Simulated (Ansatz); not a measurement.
C (graphite type, space group P6_3/mmc)

```xyz
4
Lattice="2.4554 0.0000 0.0000 -1.2277 2.1264 0.0000 0.0000 0.0000 6.6707" Properties=species:S:1:pos:R:3 pbc="T T T"
C      0.0000     0.0000     1.6677
C      0.0000     0.0000     5.0030
C      0.0000     1.4176     1.6677
C      1.2277     0.7088     5.0030
```

The slice is a (1 -1 0 0) plane (indices of the conventional cell) through the point (0.333, 0.667, 0.250) (fractional), spanned by u = [110] and v = [001] in vectors of this cell: u (2.46 Å) and v (6.67 Å, at 90° to u). It covers one period; positions are fractions (u, v).

Computed with r2SCAN+rVV10 (plane waves to 500 eV, PAW, scalar-relativistic; Ansatz, a program for electronic structure). k mesh 15×15×5. Near the nuclei the fields are pseudised (PAW); where an atom keeps semicore shells as valence, they peak there. C was relaxed with its symmetry unable to fall.

Task: Predict the map of the electron localisation function (ELF) on the slice.

Result: 
```
|xx337788775577887733|
|44667777665566777766|
|66667766554455667766|
|66665544333333445566|
|44443322111111223344|
|11110000000000000011|
|00000000000000000000|
|00000000000000000000|
|00000011223322110000|
|00001133556655331100|
|00002255778877552200|
|00002266889988662200|
|00003377999999773300|
|00003377999999773300|
|00003377999999773300|
|00002266889988662200|
|00002255778877552200|
|00001133556655331100|
|00000011223322110000|
|00000000000000000000|
|00000000000000000000|
|11110000000000000011|
|44443322111111223344|
|66665544333333445566|
|66667766554455667766|
|44667777665566777766|
|xx337788775577887733|
|xxxx77887755778877xx|
```
Scale: ten equal steps from 0.01 (start of '0') to 0.94 (end of '9'), in the order '0123456789'. Values: electron localisation function (ELF). The map has 10 points along u (two characters each, u = 0 at the left) and 28 along v (v = 0 in the bottom row). Points within 0.3 Å of a nucleus are blanked (x), as the pseudised field means little there.
